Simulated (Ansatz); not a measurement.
Ga2O3:
```yaml
crystal:
  lattice:
    - [1.48955, 0.85999, 6.90343]
    - [-1.48955, 0.85999, 6.90343]
    - [0.00000, -1.71998, 6.90343]
  atoms:
    - { symbol: Ga, position: [0.40061, 0.40061, 0.40061] }
    - { symbol: Ga, position: [0.59939, 0.59939, 0.59939] }
    - { symbol: O, position: [0.00000, 0.00000, 0.00000] }
    - { symbol: O, position: [0.23120, 0.23120, 0.23120] }
    - { symbol: O, position: [0.76880, 0.76880, 0.76880] }
```

Plane-wave PAW r²SCAN+D4 (Ansatz code) gives a gap of 3.22 eV without spin–orbit coupling, maximum at Γ, minimum at Γ.

**Question.** What happens when spin–orbit coupling is switched on?

**Answer.** The gap stays essentially unchanged, to 3.22 eV; maximum at Γ, minimum at Γ.

**Question.** Give the electron effective mass with spin–orbit coupling.

**Answer.** 0.28, 0.28, 0.37 mₑ (principal values).

**Question.** Give the hole effective mass with spin–orbit coupling.

**Answer.** 0.35 along z (mₑ).

Space group R-3m. The cell is a constructed one: a structure type filled with these elements; neither database checked (COD, Materials Project) lists it. It is not the phase usual at ambient conditions (space group No. 12, 167). Symmetry was held in the r²SCAN+D4 relaxation; its stability against distortions is not shown here.

Potentials: the later of the program's two PAW sets.
